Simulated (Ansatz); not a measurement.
AgI:
```xyz
4
Lattice="4.6851 0.0000 0.0000 -2.3426 4.0575 0.0000 0.0000 0.0000 7.6621" Properties=species:S:1:pos:R:3 pbc="T T T"
Ag     0.0000     2.7050     0.0193
Ag     2.3426     1.3525     3.8503
I      0.0000     2.7050     2.8916
I      2.3426     1.3525     6.7226
```

Relaxed with PBE. Special points in fractions of this cell's reciprocal vectors: Γ (0.000, 0.000, 0.000); M (0.500, 0.000, 0.000); K (0.333, 0.333, 0.000); A (0.000, 0.000, 0.500); L (0.500, 0.000, 0.500); H (0.333, 0.333, 0.500).

Question: List the band energies nearest the valence-band maximum at these points for DFT-PBE with spin–orbit coupling in the program Ansatz with PAW potentials.

Answer: In eV from the valence-band maximum; about four levels below and three above (degenerate sets whole), none deeper than 8.9 eV; points with the same levels are listed once.

```
k                          below                above
-  -----------------------------  -------------------
Γ          -0.04 -0.04 0.00 0.00  1.14 1.14 2.44 2.44
M        -1.17 -1.17 -0.80 -0.80  3.07 3.07 3.43 3.43
K  -1.57 -1.57 -1.50 -1.35 -1.35  3.83 4.19 4.26 4.26
A        -0.35 -0.35 -0.35 -0.35  2.41 2.41 2.41 2.41
L        -1.17 -1.17 -1.17 -1.17  3.07 3.07 3.07 3.07
H        -1.24 -1.24 -1.17 -1.17  3.62 3.62 3.74 3.74
```

Space group P6_3mc (wurtzite). Symmetry was held in the PBE relaxation. The run is not spin-polarised.

Potentials: the later of the program's two PAW sets.
